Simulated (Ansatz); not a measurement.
Pd (fcc, Cu type)

```yaml
crystal:
  lattice:
    - [0.00000, 3.94276, 3.94276]
    - [1.97138, 1.97138, 3.94276]
    - [1.97138, 1.97138, 0.00000]
  atoms:
    - { symbol: Pd, position: [0.00000, 0.00000, 0.00000] }
    - { symbol: Pd, position: [0.50000, 0.00000, 0.00000] }
```

The atoms are displaced by Q × the pattern below (from a DFPT mode at X = (0.5, 0.5, 0.0), largest move 1; Q in Å), at fixed cell. It is one choice among 2 degenerate patterns. (q is in reciprocal vectors of the primitive cell; the cell shown is doubled to hold the pattern.)

```tsv
atom	x	y	z
Pd1	0.000	1.000	0.000
Pd2	0.000	-1.000	0.000
```

These are PBE (plane waves to 420 eV, PAW, scalar-relativistic; Ansatz, a program for electronic structure) values and carry that method's errors. k mesh 20×20×20 (Γ-centred), Fermi-Dirac smearing 0.05 eV. Energies are smeared free energies. Compression counts positive. With partly filled bands, energies and forces of such displacements shift with the k mesh and the smearing. Pd is run without spin polarisation. Pd was relaxed with its symmetry unable to fall. The zero of ΔE is the undisplaced structure.

```
Q (Å)   ΔE (meV/cell)  −dE/dQ from forces (eV/Å)  P (GPa)
------  -------------  -------------------------  -------
-0.180            273                      3.069      5.5
-0.150            190                      2.531      3.9
-0.120            [?]                      2.022      2.5
-0.090            [?]                      1.516      1.4
-0.060            [?]                      1.010      0.6
-0.030              8                      0.504      0.2
0.000               0                      0.000      0.0
0.030               8                     -0.504      0.2
0.060             [?]                     -1.010      0.6
0.090             [?]                     -1.516      1.4
0.120             [?]                     -2.022      2.5
0.150             190                     -2.531      3.9
0.180             273                     -3.069      5.5
```

**Question.** Fill in the missing entries.

**Answer.** 
- -0.120, ΔE (meV/cell): 121
- -0.090, ΔE (meV/cell): 68
- -0.060, ΔE (meV/cell): 30
- 0.060, ΔE (meV/cell): 30
- 0.090, ΔE (meV/cell): 68
- 0.120, ΔE (meV/cell): 121

(A displaced cell: forces are minus the slopes of the energy, force constants its curvatures, and phonons follow from these.)
